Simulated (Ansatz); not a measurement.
GaCuSe2 (chalcopyrite)

```cif
data_Cu4Ga4Se8
_chemical_formula_sum 'Cu4 Ga4 Se8'
_space_group_name_H-M_alt 'I-42d'
_space_group_IT_number 122
_space_group_name_Hall 'I -4 2bw'
_cell_length_a 5.67202
_cell_length_b 5.67202
_cell_length_c 11.26317
_cell_angle_alpha 90.000
_cell_angle_beta 90.000
_cell_angle_gamma 90.000
loop_
_atom_site_label
_atom_site_type_symbol
_atom_site_symmetry_multiplicity
_atom_site_Wyckoff_symbol
_atom_site_fract_x
_atom_site_fract_y
_atom_site_fract_z
_atom_site_occupancy
Cu1 Cu 4 a 0.00000 0.00000 0.00000 1
Ga1 Ga 4 b 0.00000 0.00000 0.50000 1
Se1 Se 8 d 0.25000 0.25623 0.37500 1
```
(The calculation used a cell of 8 atoms; values per cell refer to that cell.)

The volume is varied about the relaxed value V₀ at fixed cell shape. The atoms relax within the cell's symmetry.

All values below come from PBE (plane waves to 420 eV, PAW, scalar-relativistic; Ansatz, an electronic-structure program). k mesh 8×8×8 (Γ-centred), Fermi-Dirac smearing 0.05 eV. Energies are smeared free energies. Compression counts positive. At this level the bands of GaCuSe2 touch or barely overlap; measurements give the solid a gap. GaCuSe2 is run without spin polarisation. GaCuSe2 was relaxed with its symmetry unable to fall. The PAW data are Ansatz's earlier set. The zero of ΔE is the relaxed starting cell.

```csv
V (Å³/cell),P (GPa),ΔE (kJ/mol of atoms)
152.19,16.0,14.7
157.99,?,8.8
163.78,7.8,4.6
169.58,4.7,?
175.38,2.1,0.4
181.18,0.0,0.0
186.98,-1.8,0.4
192.77,-3.2,1.5
198.57,-4.4,3.2
204.37,-5.4,5.3
210.17,-6.2,7.9
```

Fill in the missing entries.


- 157.99, P (GPa): 11.5
- 169.58, ΔE (kJ/mol of atoms): 1.9

(Under strain, the slope of the energy per volume gives the stress and its curvature an elastic modulus.)
